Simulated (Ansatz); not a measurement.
V$_{2}$O$_{3}$ (corundum, R-3c) at seven volumes, PBE in the plane-wave PAW code Ansatz, shape and atoms relaxed at each. One row is withheld.

```json
[
 {"V (Å³/atom)": "8.855", "P (GPa)": "26.28"},
 {"V (Å³/atom)": "9.147", "P (GPa)": "?"},
 {"V (Å³/atom)": "9.439", "P (GPa)": "7.40"},
 {"V (Å³/atom)": "9.731", "P (GPa)": "0.00"},
 {"V (Å³/atom)": "10.023", "P (GPa)": "-6.29"},
 {"V (Å³/atom)": "10.315", "P (GPa)": "-11.59"},
 {"V (Å³/atom)": "10.607", "P (GPa)": "-15.93"}
]
```

Question: Fit the shown pressures and predict the withheld one.

Answer: P = (3/2)B₀(x^(7/2) − x^(5/2))[1 + (3/4)(B′ − 4)(x − 1)] with x = (V₀/V)^(2/3). Least squares on the six rows gives V₀ = 9.730 Å³/atom, B₀ = 225 GPa, B′ = 4.52. At V = 9.147, x = 1.0421 and P = 15.99 GPa. The run itself gave 16.08 GPa.

The PBE relaxation kept the symmetry of its start. Spin order of the final state: ferromagnetic, chosen from 5 collinear starts compared on coarse meshes (ties went to the first, and starts can fall back to one state), not a proven ground state. No Hubbard U is applied.

Potentials: the earlier of the program's two PAW sets.
